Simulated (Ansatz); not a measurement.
# Data sheet: W₂C (DFT)

W$_{2}$C:
```
CELL_PARAMETERS angstrom
      3.03446     0.00000     0.00000
     -1.51723     2.62792     0.00000
      0.00000     0.00000     4.64353
ATOMIC_POSITIONS crystal
  C  0.00000 0.00000 0.00000
  W  0.33333 0.66667 0.25380
  W  0.66667 0.33333 0.74620
```

Space group P-3m1 (No. 164); conventional cell a = b = 3.0345 Å, c = 4.6435 Å, α = β = 90.00°, γ = 120.00°.

Method: plane-wave PAW PBEsol (Ansatz code). Structure relaxed to zero pressure with the same functional. Other levels are named where they apply.

### Cell and energy

| Item | Value |
|---|---|
| Volume per atom | 12.34 Å³ |
| Density | 17.03 g/cm³ |
| Formation energy from the elements (no fitted shifts) | -0.022 eV/atom |

### Electronic structure

| Quantity | Result |
|---|---|
| Electronic character | metallic (no gap) |
| Density of states at the Fermi level | 0.44 states/eV per atom (mean over ±0.08 eV) |
| Gap with spin–orbit coupling | none (metallic) |

### Mechanics

| Quantity | Result |
|---|---|
| Bulk modulus (Birch–Murnaghan fit) | 330 GPa |
| Pressure derivative B′ | 4.4 |
| Elastic constants (relaxed ions, GPa) | C11 = 537, C12 = 165, C13 = 265, C14 = -32.4, C33 = 557, C44 = 174 |
| Mechanical stability | stable (all eigenvalues of C positive) |
| Hill bulk and shear moduli | 334 and 165 GPa |
| Young's modulus | 425 GPa |
| Poisson's ratio | 0.29 |
| Debye temperature from the elastic constants | 447 K |

The PBEsol relaxation kept the symmetry of its start. The run is not spin-polarised. As this level gives no gap, shear constants depend on the k-mesh and smearing (Fermi–Dirac, 0.1 eV here). The references are the lowest solids computed at this level, not always the standard phases. Spin–orbit coupling is left out wherever it is not named.

Potentials: the later of the program's two PAW sets.
